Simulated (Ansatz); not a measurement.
The start is a generated cell, CsSnI3 placed in the GdFeO3 structure type. The cell and all atomic positions are relaxed at zero pressure with PBEsol (plane waves to 420 eV, PAW, scalar-relativistic; Ansatz, a quantum-chemistry and plane-wave program). The first steps use a coarse 3×2×3 k-mesh.

Input geometry:
```yaml
crystal:
  lattice:
    - [8.52351, 0.00000, 0.00000]
    - [0.00000, 12.02665, 0.00000]
    - [0.00000, 0.00000, 8.49505]
  atoms:
    - { symbol: Cs, position: [0.48770, 0.25000, 0.99160] }
    - { symbol: Cs, position: [0.98770, 0.25000, 0.50840] }
    - { symbol: Cs, position: [0.51230, 0.75000, 0.00840] }
    - { symbol: Cs, position: [0.01230, 0.75000, 0.49160] }
    - { symbol: Sn, position: [0.00000, 0.00000, 0.00000] }
    - { symbol: Sn, position: [0.50000, 0.50000, 0.50000] }
    - { symbol: Sn, position: [0.00000, 0.50000, 0.00000] }
    - { symbol: Sn, position: [0.50000, 0.00000, 0.50000] }
    - { symbol: I, position: [0.03130, 0.25000, 0.05860] }
    - { symbol: I, position: [0.53130, 0.25000, 0.44140] }
    - { symbol: I, position: [0.96870, 0.75000, 0.94140] }
    - { symbol: I, position: [0.46870, 0.75000, 0.55860] }
    - { symbol: I, position: [0.28800, 0.53700, 0.21300] }
    - { symbol: I, position: [0.78800, 0.96300, 0.28700] }
    - { symbol: I, position: [0.71200, 0.03700, 0.78700] }
    - { symbol: I, position: [0.21200, 0.46300, 0.71300] }
    - { symbol: I, position: [0.71200, 0.46300, 0.78700] }
    - { symbol: I, position: [0.21200, 0.03700, 0.71300] }
    - { symbol: I, position: [0.28800, 0.96300, 0.21300] }
    - { symbol: I, position: [0.78800, 0.53700, 0.28700] }
```

**Question.** Which atoms feel the largest initial force, and how large is it?

**Answer.** 0.26 eV/Å, on Cs1, Cs2, Cs3, Cs4 (atoms numbered as listed).

**Question.** How does the volume per atom move from start to end?

**Answer.** +3.4 %, from 43.54 to 45.03 Å³/atom.

**Question.** How do the shortest distances between atoms change?

**Answer.** The closest pairs of elements (up to four, under 3.6 Å), start → end: I–Sn 3.06 → 3.11 Å.

**Question.** What band gap does the relaxed structure have at this level?

**Answer.** 0.56 eV, direct at Γ (no spin-orbit coupling).

The space group stays Pnma (No. 62) (the run could not lower it); the end is AFLOW prototype AB3C_oP20_62_c_cd_a (as in CaTiO3), with 20 atoms in the primitive cell. Final values are on a 3×3×4 k-mesh of the relaxed cell. No spin polarisation in the result. Without spin-orbit coupling the bands of the heavy element are not split, so the gap can be far off.

The run could not lose the symmetry of its start.

The first start was generated by placing the elements on the sites of a structure type. A measured structure of CsSnI3 has the same space group, Pnma (No. 62); the sites were not compared with it.
